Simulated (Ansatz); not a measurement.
## Equation of state of tungsten, fcc

Computed with Ansatz, DFT, LDA (PW92), plane waves (420 eV) with PAW, scalar-relativistic. (PAW data from PBE, frozen cores regenerated.)

The cell is scaled uniformly from the relaxed one, with fractional coordinates and shape fixed. Energies are extrapolated to zero smearing, pressures are those at the given smearing. Magnetic state: spin not included.

```json
{"V (Å³/atom)": "13.809", "E − E₀ (meV/atom)": "264.0", "P (GPa)": "51.18"}
{"V (Å³/atom)": "14.437", "E − E₀ (meV/atom)": "106.2", "P (GPa)": "30.30"}
{"V (Å³/atom)": "15.065", "E − E₀ (meV/atom)": "23.1", "P (GPa)": "13.33"}
{"V (Å³/atom)": "15.693", "E − E₀ (meV/atom)": "0.2", "P (GPa)": "-0.43"}
{"V (Å³/atom)": "16.320", "E − E₀ (meV/atom)": "25.9", "P (GPa)": "-11.65"}
{"V (Å³/atom)": "16.948", "E − E₀ (meV/atom)": "91.3", "P (GPa)": "-20.80"}
{"V (Å³/atom)": "17.576", "E − E₀ (meV/atom)": "188.9", "P (GPa)": "-28.26"}
```

Question: Fit a third-order Birch-Murnaghan equation.

Answer: V₀ = 15.65 Å³/atom, B₀ = 314 GPa, B₀′ = 4.2.
